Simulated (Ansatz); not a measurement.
LaSiRu:
```
LaSiRu
1.0
    4.24616     0.00000     0.00000
    0.00000     4.24616     0.00000
    0.00000     0.00000     7.20001
La Si Ru
2 2 2
Direct
  0.00000   0.50000   0.31295
  0.50000   0.00000   0.68705
  0.00000   0.50000   0.83730
  0.50000   0.00000   0.16270
  0.00000   0.00000   0.00000
  0.50000   0.50000   0.00000
```

Relaxed with r²SCAN. Special points in fractions of this cell's reciprocal vectors: Γ (0.000, 0.000, 0.000); X (0.000, 0.500, 0.000); M (0.500, 0.500, 0.000); Z (0.000, 0.000, 0.500); R (0.000, 0.500, 0.500); A (0.500, 0.500, 0.500).

Task: List the band energies nearest the Fermi level at these points for r²SCAN (plane waves, PAW; program Ansatz).

Result: In eV from the Fermi level; about four levels below and three above (degenerate sets whole), none deeper than 8.9 eV; points with the same levels are listed once.

| k | below | above |
|---|---|---|
| Γ | -0.52 -0.52 -0.44 -0.21 | 0.38 0.76 1.01 |
| X | -1.27 -1.27 -0.46 -0.46 | 1.31 1.31 2.11 2.11 |
| M | -1.04 -1.04 -0.35 -0.35 | 0.55 0.55 1.80 1.80 |
| Z | -0.42 -0.36 -0.36 -0.32 | 1.23 1.35 1.68 1.68 |
| R | -2.00 -2.00 -1.23 -1.23 | 0.43 0.43 0.83 0.83 |
| A | -1.04 -1.04 -0.65 -0.65 | 1.05 1.05 1.75 1.75 |

Space group P4/nmm. The workflow started from a Materials Project entry (that database holds measured and hypothetical structures alike); the Crystallography Open Database files this formula in space group No. 129, but the cells were not matched. Its standing as an ambient phase is unchecked. The cell was relaxed with r²SCAN under the symmetry of its start; whether a distortion lowers the energy is not shown. The run is not spin-polarised. Spin–orbit coupling is left out wherever it is not named.

Potentials: the earlier of the program's two PAW sets.
